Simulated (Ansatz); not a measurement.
## CsCl-type GdMn

The computed numbers are results of PBEsol, scalar-relativistic (collinear spin) in the plane-wave PAW code Ansatz at 420 eV, Γ-centred 10×10×10 mesh, 0.05 eV Gaussian smearing. The datasets are Ansatz's generated set soft_2.

```
CELL_PARAMETERS angstrom
3.44753 0.00000 0.00000
0.00000 3.44753 0.00000
0.00000 0.00000 3.44753
ATOMIC_POSITIONS crystal
Gd 0.00000 0.00000 0.00000
Mn 0.50000 0.50000 0.50000
```

The cell came from substitution into a structure type; whether the compound takes it is for experiment to say.

Magnetic state: ferrimagnetic, site spin moments Gd 7.17; Mn -3.28 μB.

The run above is the reference. The same cell was run again with other input settings; several of them aren't fit for production, so the rows show the settings' effect and aren't properties of the material.

```tsv
keys changed	outcome	ΔE (meV/atom)	P (GPa)	gap on the mesh (eV)	cell moment (μB)	largest force component (eV/Å)	SCF iterations	rough core-seconds	new warnings
none (reference)	converged	0.0	0.0	metal	4.14	0.000	–	–	–
hamiltonian.hubbard: {"sites": [{"species": "Mn", "l": "d", "u_eff": 5.0}], "double_counting": "fll"}; basis.ecutwfc: 420 → "550 eV"	converged	–	15.0	metal	2.91	0.000	10	30	filled band counts differ across k points
hamiltonian.hubbard: {"sites": [{"species": "Mn", "l": "d", "u_eff": 1.0}], "double_counting": "fll"}	converged	–	4.4	metal	3.66	0.000	11	23	filled band counts differ across k points
kpoints.mp_grid.shift: [0.5, 0.5, 0.5]; scf.initial_density.chi_scale: 0.0	converged	-6.8	-0.2	metal	4.15	0.000	13	15	–
```

ΔE is the energy with the smearing extrapolated to zero. It is left out where the change alters the Hamiltonian or the spin treatment. The varied runs start from atomic densities (corrected by the program's trained start where that serves), with the default search for lower states unless a row changes it, while the reference went on from a saved state, so a magnet may end in another state whatever the setting.

Q: What happens with these changes: scf.convergence.dr2_threshold: 1e-08; kpoints.mp_grid.grid: [10, 10, 10] → [3, 3, 3]?

A: outcome converged, ΔE (meV/atom) 1.4, P (GPa) -2.7, gap on the mesh (eV) metal, cell moment (μB) 5.00, largest force component (eV/Å) 0.000, SCF iterations 14, rough core-seconds 5, new warnings stress scf threshold loose.

Q: What happens with these changes: scf.occupations.width: 0.05 → 0.025; scf.occupations.method: "gaussian" → "fermi_dirac"?

A: outcome converged, ΔE (meV/atom) 0.0, P (GPa) -0.1, gap on the mesh (eV) metal, cell moment (μB) 4.15, largest force component (eV/Å) 0.000, SCF iterations 12, rough core-seconds 21.

1 further run (cut off, refused for memory, with changed atoms or starts, or in doubt) is left out.

Of the reference: Without a U the 4f levels of Gd lie too near the Fermi level, so their share of the states there, and what hangs on it, is overstated. For elements this heavy, spin–orbit coupling would shift levels and gaps; it isn't included here. The run wasn't fully tested for a lower electronic state. Site moments are of spin, integrated over atomic spheres. The antiparallel order was set by the start and isn't a prediction.
